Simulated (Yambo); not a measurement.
Yambo run on MgO (rock salt, space group Fm-3m, No. 225). The wavefunctions are norm-conserving LDA (Quantum ESPRESSO, 84 Ry, scalar-relativistic) ones on a 6×6×6 mesh (8 occupied bands); a = 2.941 Å, b = 2.941 Å, c = 2.941 Å, α = 60.00°, β = 60.00°, γ = 60.00°.

Yambo input:

```
rim_cut
HF_and_locXC
RandQpts= 1000000
RandGvec= 1 Ry
EXXRLvcs= 84 Ry
VXCRLvcs= 336 Ry
% QPkrange
 1 | 1 | 8 | 9 |
 4 | 4 | 8 | 9 |
%
```

k points by index: 1 = Γ, 4 = L.

Table of the .hf output:

```
#    K-point    Band    Eo [eV]    Ehf [eV]    Vxc [eV]    Vnlxc [eV]
#
    1    8    0.000000    -5.591955    -19.99559    -25.58754
    1    9    5.065488    10.07607    -14.30387    -9.293288
    4    8    -0.692114    -6.510018    -19.24781    -25.06572
    4    9    8.010683    13.68402    -12.23591    -6.562570
```
Exchange alone, without screening.

Geometry relaxed with LDA.
